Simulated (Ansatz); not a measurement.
Values for one crystal, relaxed and computed with the program Ansatz at the PBE level (PAW); other levels are named.

| Item | Value |
|---|---|
| Volume per atom | 21.97 Å³ |
| Band gap | 0.38 eV (indirect) |
| Smallest direct gap on the standard path | 0.83 eV |
| Bulk modulus (Birch–Murnaghan fit) | 73.6 GPa |
| Valence-band maximum | at Γ |
| Gap with spin–orbit coupling | 0.32 eV |
| Conduction-band minimum | at F (3 equivalent valleys) |

**Question.** Which compound is it?
A) SiO2, P3_121 (Si on 3a, O on 6c)
B) SiC, 4H polytype
C) SiGe, R-3m (Si on 6c, Ge on 6c)
D) Si3N4, Fd-3m (Si on 16c, Si on 8b, N on 32e)

**Answer.** C, SiGe, R-3m (Si on 6c, Ge on 6c)

The start of the workflow was typed in or built on a structure type; neither database checked (COD, Materials Project) lists it. Whether it is the stable phase at ambient conditions was not checked. The PBE relaxation kept the symmetry of its start; its stability against distortions is not shown here. Spin–orbit coupling is left out wherever it is not named.

Potentials: the earlier of the program's two PAW sets.
